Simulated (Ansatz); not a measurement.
## CrO$_{2}$: strain energy, fitted

CrO$_{2}$, P4_2/mnm, a = 4.392 Å, c = 2.888 Å. Ansatz: PBEsol, PAW, 420 eV, Γ-centred 8×8×12 mesh on 6 atoms, Gaussian smearing 0.10 eV; collinear spin, largest moment 1.7 μB. Series: biaxial strain in the a-b plane, c and atoms relaxed; x is the strain in per cent. y is the free energy over the unstrained cell, V0 = 9.285 Å³/atom.

| x (%) | y (meV/atom) |
| --- | --- |
| -4.5 | 54.24 |
| -3.0 | 23.40 |
| -1.5 | 5.68 |
| 0.0 | 0.00 |
| 1.5 | ? |
| 3.0 | 20.51 |
| 4.5 | 44.27 |

Problem. Fit y = c2 x² + c3 x³ to the other rows, turn c2 into a modulus, and predict the missing energy.

Solution. Least squares on the rows shown. y = 2.4336 x² − 0.054613 x³. In eV per unit strain² c2 is 24.34; M is the biaxial modulus (E = M V0 ε²): 24.34 × 160.2 / (9.285) = 420 GPa. At x = 1.5 the fit asked for gives 5.29 meV/atom. The run gave 5.32 meV/atom, so the fit is 0.03 meV/atom too low, within the rms miss on the fitted rows (0.04 meV/atom).

Moments started parallel, and an antiferromagnetic order may lie lower.